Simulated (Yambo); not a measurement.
## Bethe-Salpeter results for RbBH₄

```xyz
6
Lattice="0.0000 3.4532 3.4532 3.4532 0.0000 3.4532 3.4532 3.4532 0.0000" Properties=species:S:1:pos:R:3 pbc="T T T"
H      4.1606     2.7459     4.1606
H      4.1606     4.1606     2.7459
H      2.7459     2.7459     2.7459
H      2.7459     4.1606     4.1606
B      3.4532     3.4532     3.4532
Rb     0.0000     0.0000     0.0000
```

The geometry is that of Materials Project entry mp-1219553, symmetrised and not relaxed again.

BSE in Yambo on norm-conserving PBEsol (Quantum ESPRESSO, 76 Ry, scalar-relativistic) bands: 8×8×8 mesh, 4 valence and 7 conduction bands, static screening with 37 bands and a 3 Ry block, scissor 3.12 eV, Tamm-Dancoff; field along x.

| state | energy (eV) | states within 2 meV | relative strength | class | main transitions |
|---|---|---|---|---|---|
| 1 | 7.76 | 3 | < 0.01 | dark | several band pairs |
| 2 | 7.86 | 3 | 1.00 | strong | several band pairs |
| 3 | 8.19 | 2 | < 0.01 | dark | several band pairs |
| 4 | 8.24 | 3 | 0.05 | strong | several band pairs |
| 5 | 8.44 | 1 | < 0.01 | dark | several band pairs |
| 6 | 8.53 | 3 | < 0.01 | weak | several band pairs |
| 7 | 8.59 | 3 | < 0.01 | dark | several band pairs |
| 8 | 8.65 | 3 | < 0.01 | dark | several band pairs |

These are vertical excitations (zero momentum); the indirect quasiparticle gap, about 9.02 eV, is smaller than the direct one (9.14 eV on the GW mesh). The direct quasiparticle gap on this mesh is 9.14 eV; counted from there, state 1 is bound by 1.38 eV. On a 4×4×4 mesh the same difference is 1.41 eV.

Spin singlets only. Strengths are relative to the strongest of the lowest states of this run; strong means a line over 3 % of the spectrum's maximum, dark under 0.03 %. Absolute energies carry the error of the G0W0 scissor, whose convergence isn't established.

The structure is a Materials Project entry; no match was found in the copy of COD used, and its stability was not checked.
